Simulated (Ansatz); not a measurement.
Zr3Ag:
```cif
data_AgZr3
_chemical_formula_sum 'Ag1 Zr3'
_space_group_name_H-M_alt 'Pm-3m'
_space_group_IT_number 221
_space_group_name_Hall '-P 4 2 3'
_cell_length_a 4.29923
_cell_length_b 4.29923
_cell_length_c 4.29923
_cell_angle_alpha 90.000
_cell_angle_beta 90.000
_cell_angle_gamma 90.000
loop_
_atom_site_label
_atom_site_type_symbol
_atom_site_symmetry_multiplicity
_atom_site_Wyckoff_symbol
_atom_site_fract_x
_atom_site_fract_y
_atom_site_fract_z
_atom_site_occupancy
Ag1 Ag 1 a 0.00000 0.00000 0.00000 1
Zr1 Zr 3 c 0.00000 0.50000 0.50000 1
```

Relaxed with LDA.

Task: Which orbitals make up the states near the Fermi level in plane-wave PAW LDA (Ansatz code)?

Result: Within 0.5 eV of the Fermi level: Zr 4d 84 %, outside the projected shells 6 %. Projections are on Löwdin-orthogonalised atomic valence shells; empty p or d shells of many metals are not among them.

Task: Tabulate the density of states.

Result: States/eV per cell of 4 atoms, in 0.25 eV bins, energy from the Fermi level.

| E (eV) | total | Zr 4d | Ag 4d | Zr 5s |
|---|---|---|---|---|
| -6.45 | 0.00 | 0.00 | 0.00 | 0.00 |
| -6.20 | 0.06 | 0.00 | 0.00 | 0.04 |
| -5.95 | 0.19 | 0.01 | 0.00 | 0.12 |
| -5.70 | 0.30 | 0.01 | 0.01 | 0.18 |
| -5.45 | 0.97 | 0.11 | 0.46 | 0.25 |
| -5.20 | 9.50 | 0.97 | 7.57 | 0.65 |
| -4.95 | 21.33 | 1.36 | 19.03 | 0.59 |
| -4.70 | 8.95 | 0.27 | 8.33 | 0.19 |
| -4.45 | 1.03 | 0.06 | 0.60 | 0.21 |
| -4.20 | 0.97 | 0.24 | 0.19 | 0.26 |
| -3.95 | 1.46 | 0.44 | 0.20 | 0.33 |
| -3.70 | 2.48 | 0.83 | 0.26 | 0.43 |
| -3.45 | 0.98 | 0.49 | 0.03 | 0.11 |
| -3.20 | 0.78 | 0.45 | 0.03 | 0.17 |
| -2.95 | 1.23 | 0.72 | 0.04 | 0.33 |
| -2.70 | 2.66 | 1.59 | 0.07 | 0.73 |
| -2.45 | 1.60 | 0.85 | 0.05 | 0.56 |
| -2.20 | 1.10 | 0.63 | 0.05 | 0.36 |
| -1.95 | 1.63 | 1.10 | 0.08 | 0.36 |
| -1.70 | 3.50 | 2.35 | 0.18 | 0.77 |
| -1.45 | 3.40 | 2.62 | 0.17 | 0.42 |
| -1.20 | 5.30 | 4.44 | 0.22 | 0.40 |
| -0.95 | 5.00 | 4.21 | 0.24 | 0.31 |
| -0.70 | 4.80 | 4.20 | 0.21 | 0.14 |
| -0.45 | 6.00 | 5.18 | 0.26 | 0.23 |
| -0.20 | 4.99 | 4.25 | 0.18 | 0.22 |
| 0.05 | 4.98 | 4.12 | 0.13 | 0.24 |
| 0.30 | 3.53 | 2.83 | 0.08 | 0.23 |
| 0.55 | 3.30 | 2.76 | 0.07 | 0.18 |
| 0.80 | 5.76 | 5.09 | 0.09 | 0.24 |
| 1.05 | 4.71 | 4.12 | 0.08 | 0.18 |
| 1.30 | 2.47 | 2.10 | 0.05 | 0.13 |
| 1.55 | 2.97 | 2.39 | 0.05 | 0.25 |
| 1.80 | 2.17 | 1.68 | 0.04 | 0.21 |
| 2.05 | 1.42 | 1.13 | 0.01 | 0.12 |
| 2.30 | 2.45 | 2.11 | 0.03 | 0.16 |
| 2.55 | 3.07 | 2.68 | 0.05 | 0.17 |
| 2.80 | 3.12 | 2.81 | 0.06 | 0.09 |

The workflow started from an entry of the Crystallography Open Database (COD); the relaxed space group is not among those it files for this formula. COD files the formula under space group No. 123, so this cell is another polymorph or a model. Its standing as an ambient phase is unchecked. Symmetry was held in the LDA relaxation; of distortions, only those at the zone centre were tested. No spin polarisation was allowed. Spin–orbit coupling is left out wherever it is not named.

Potentials: the later of the program's two PAW sets.
